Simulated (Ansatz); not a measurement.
Input, command and steps of an Ansatz relaxation.

```yaml
crystal:
  lattice:
    - [-3.5490081466, 3.5490081466, 2.6478085389]
    - [3.5490081466, -3.5490081466, 2.6478085389]
    - [3.5490081466, 3.5490081466, -2.6478085389]
  atoms:
    - { symbol: As, position: [0.875, 0.125, 0.75] }
    - { symbol: As, position: [0.375, 0.125, 0.25] }
    - { symbol: As, position: [0.875, 0.625, 0.75] }
    - { symbol: As, position: [0.875, 0.125, 0.25] }
    - { symbol: Se, position: [0.5, 0.5, 0.0] }
    - { symbol: Se, position: [0.25, 0.75, 0.5] }
basis:
  ecutwfc: 500
kpoints:
  mp_grid: { grid: [8, 8, 8] }
hamiltonian:
  xc: r2scan
scf:
  occupations: { method: gaussian, width: 0.1 }
output:
  forces: true
  stress: true
  eigenvalues: true
relax:
  adjacent_minimum: "off"
  f_tol: 0.01
  max_steps: 30
  cell: { stress_tol: 0.1, fix: [volume] }
```

```bash
ansatz run input.yaml --threads 1 --pin off --max-ram 2560MiB --backend cpu --events-out ev --progress --plain --runs-dir out
```

Level of theory: Ansatz, DFT r2SCAN, scalar-relativistic, plane waves, PAW.

The volume is held at 1.03 times that of the relaxed cell.

Of 4 frames 3 are shown, positions in Å and forces in eV/Å; the SCF threshold varies from step to step. Steps run on the plane waves of an earlier cell, with a Pulay correction in the pressure. The basis is chosen afresh for the last frame, the zero of the energies, and at times for earlier ones too; energy and pressure step there, also at an unchanged geometry.

```xyz
6
Lattice="-3.5490 3.5490 2.6478 3.5490 -3.5490 2.6478 3.5490 3.5490 -2.6478" Properties=species:S:1:pos:R:3:forces:R:3 pbc="T T T" step=1 free_energy_over_end_meV_per_atom=0.26 pressure_GPa=-2.15
As    0.0000    5.3235    0.6620    0.0000    0.0000    0.0000
As    0.0000    1.7745    0.6620    0.0000    0.0000    0.0000
As    1.7745    3.5490    1.9859    0.0000    0.0000    0.0000
As   -1.7745    3.5490    1.9859    0.0000    0.0000    0.0000
Se    0.0000    0.0000    2.6478    0.0000    0.0000    0.0000
Se    3.5490    0.0000    1.3239    0.0000    0.0000    0.0000
6
Lattice="-3.5642 3.5642 2.6252 3.5642 -3.5642 2.6252 3.5642 3.5642 -2.6252" Properties=species:S:1:pos:R:3:forces:R:3 pbc="T T T" step=2 free_energy_over_end_meV_per_atom=0.10 pressure_GPa=-1.96
As    0.0000    5.3463    0.6563    0.0000    0.0000    0.0000
As    0.0000    1.7821    0.6563    0.0000    0.0000    0.0000
As    1.7821    3.5642    1.9689    0.0000    0.0000    0.0000
As   -1.7821    3.5642    1.9689    0.0000    0.0000    0.0000
Se    0.0000    0.0000    2.6252    0.0000    0.0000    0.0000
Se    3.5642    0.0000    1.3126    0.0000    0.0000    0.0000
6
Lattice="-3.5583 3.5583 2.6340 3.5583 -3.5583 2.6340 3.5583 3.5583 -2.6340" Properties=species:S:1:pos:R:3:forces:R:3 pbc="T T T" step=4 free_energy_over_end_meV_per_atom=0.00 pressure_GPa=-2.04
As    0.0000    5.3375    0.6585    0.0000    0.0000    0.0000
As    0.0000    1.7792    0.6585    0.0000    0.0000    0.0000
As    1.7792    3.5583    1.9755    0.0000    0.0000    0.0000
As   -1.7792    3.5583    1.9755    0.0000    0.0000    0.0000
Se    0.0000    0.0000    2.6340    0.0000    0.0000    0.0000
Se    3.5583    0.0000    1.3170    0.0000    0.0000    0.0000
```

Time: 3 min on 1 thread of AMD EPYC 7R43 64-Core Processor (Zen 3), with other jobs on the host, peak memory 1.1 GiB.